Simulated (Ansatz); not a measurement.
NiBi$_{3}$ (Cu3Au type, space group No. 221), plane-wave PAW PBEsol (Ansatz code), all energies at zero smearing, with the estimated change up to a 700 eV cutoff added, with one set of potentials and settings (totals compare only within such a set). Cell of 4 atoms (3 Bi, 1 Ni): -42536.680 eV.

```csv
element,reference phase,E (eV/atom)
Bi,"R-3m, 2 atoms in the cell",-12244.4675
Ni,"Fm-3m, 1 atoms in the cell, spin-polarised",-5804.9838
```

Formation energy per atom, worked out: (-42536.680 − 3×(-12244.4675) − 1×(-5804.9838))/4 = 0.427 eV/atom (41 kJ per mol of atoms), at 0 K, without zero-point energy or fitted corrections.

Space group Pm-3m (Cu3Au type). The cell is a constructed one: a structure type filled with these elements; neither database checked (COD, Materials Project) lists it. Whether it is the stable phase at ambient conditions was not checked. Symmetry was held in the PBEsol relaxation. At this level the phase is dynamically unstable (imaginary phonons). The workflow began spin-polarised and lost its moments. The references are the lowest solids computed at this level, not always the standard phases. Spin–orbit coupling is left out wherever it is not named.

Potentials: the earlier of the program's two PAW sets. The files were generated under PBE; for other functionals the program regenerates the frozen cores, and for LDA and PBEsol the local potential too.
